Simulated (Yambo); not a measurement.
SrClF (space group P4/nmm, No. 129), G0W0@PBEsol in Yambo; all else as in the reference (4×4×2 Γ-centred k mesh, 131 bands and a 6 Ry block in the screening, 131 bands in G with the Bruneval-Gonze terminator, plasmon pole fitted at 27.2 eV). One parameter is varied: the cutoff of the exchange sum, over 5, 10, 20, 40, 84 Ry.

Question: From which value on does the gap Γ → Γ stay within 0.05 eV of the largest setting?

Answer: From 20 Ry on.
```
cutoff of the exchange sum (Ry)  G0W0 gap (eV)  valence shift (eV)
-------------------------------  -------------  ------------------
5                                         8.28               -0.71
10                                        8.68               -1.52
20                                        8.74               -1.72
40                                        8.75               -1.76
84                                        8.76               -1.76
```
The last step of the sweep still moves the gap by 5 meV; the other settings are held fixed.

Geometry of the Materials Project entry, not relaxed at this level; primitive cell a = 4.130 Å, b = 4.130 Å, c = 6.977 Å, α = 90.00°, β = 90.00°, γ = 90.00°.

A shift is the quasiparticle energy of the state minus its PBEsol energy.
